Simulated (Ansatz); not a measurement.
Level of theory: DFT PBE, scalar-relativistic, plane waves, PAW in Ansatz 0.2.0. All cells share a 420 eV cutoff and Γ-centred k meshes spaced at most about 0.3 Å⁻¹ (about 0.25 or finer for metals, 2π included). No spin polarisation in the final relaxations.

These are static total energies at zero pressure.

Compare these two cells of TiGe₄, each relaxed at this level.

A.

```xyz
5
Lattice="4.9124 0.0000 0.0000 0.0000 4.9124 0.0000 0.0000 0.0000 4.9124" Properties=species:S:1:pos:R:3 pbc="T T T"
Ti    0.0000    0.0000    0.0000
Ge    2.4562    0.0000    0.0000
Ge    0.0000    2.4562    0.0000
Ge    0.0000    0.0000    2.4562
Ge    2.4562    2.4562    2.4562
```

B.

```xyz
5
Lattice="-2.9407 2.9407 2.9407 2.9407 -2.9407 2.9407 2.9407 2.9407 -2.9407" Properties=species:S:1:pos:R:3 pbc="T T T"
Ti    0.0000    0.0000    0.0000
Ge    1.4704    1.4704    1.4704
Ge   -1.4704    1.4704    1.4704
Ge    1.4704    1.4704   -1.4704
Ge    1.4704   -1.4704    1.4704
```

Question: Which form is favoured at zero pressure, and by what margin per atom?

Answer: B is lower, by 0.53 eV/atom. A has space group Pm-3m (No. 221), 23.7 Å³/atom and no gap on its mesh; B has space group Im-3m (No. 229), 20.3 Å³/atom and no gap. Counting Ge atoms around Ti (those within 1.25 times the shortest such distance or 1.15 times the sum of covalent radii, 1.27 where that leaves under three), A has Ti 6 and B has Ti 8. The denser one is the lower, and pressure would at first widen the difference. Both come from invented guesses.

Cells relaxed within their symmetry can be saddle points.
